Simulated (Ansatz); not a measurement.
SiO2:
```
SiO2
1.0
    4.94828     0.00000     0.00000
   -2.47414     4.28534     0.00000
    0.00000     0.00000     5.44127
Si O
3 6
Direct
  0.00000   0.47027   0.33333
  0.52973   0.52973   0.00000
  0.47027   0.00000   0.66667
  0.14537   0.73288   0.54797
  0.26712   0.41249   0.21464
  0.58751   0.85463   0.88130
  0.73288   0.14537   0.45203
  0.41249   0.26712   0.78536
  0.85463   0.58751   0.11870
```

Relaxed with PBEsol.

Task: Give the optical modes at the zone centre with their infrared activity from DFPT, plane-wave PAW PBEsol (Ansatz code).

Result: Transverse frequencies, without the LO–TO term; a row sums one degenerate level.

```tsv
ω (cm⁻¹)	degeneracy	IR ((D/Å)²/amu)	activity	symmetry
121	2	0.00	IR-inactive	E
197	1	0.00	IR-inactive	A1
248	2	0.40	IR	E
335	1	0.00	IR-inactive	A1
340	1	4.62	IR	A2
370	2	5.78	IR	E
421	2	16.00	IR	E
441	1	0.00	IR-inactive	A1
465	1	8.62	IR	A2
675	2	1.22	IR	E
757	1	3.42	IR	A2
776	2	6.77	IR	E
1044	2	85.16	IR	E
1051	1	44.81	IR	A2
1061	1	0.00	IR-inactive	A1
1135	2	1.08	IR	E
```

Task: How high does the top mode go among those that the LO–TO term moves?

Result: 1204 cm⁻¹ for q along x, 1204 cm⁻¹ for q along y, 1213 cm⁻¹ for q along z.

Space group P3_221. The cell was relaxed with PBEsol under the symmetry of its start; phonons show weakly imaginary modes.

Potentials: the earlier of the program's two PAW sets. The files were generated under PBE; for other functionals the program regenerates the frozen cores, and for LDA and PBEsol the local potential too.
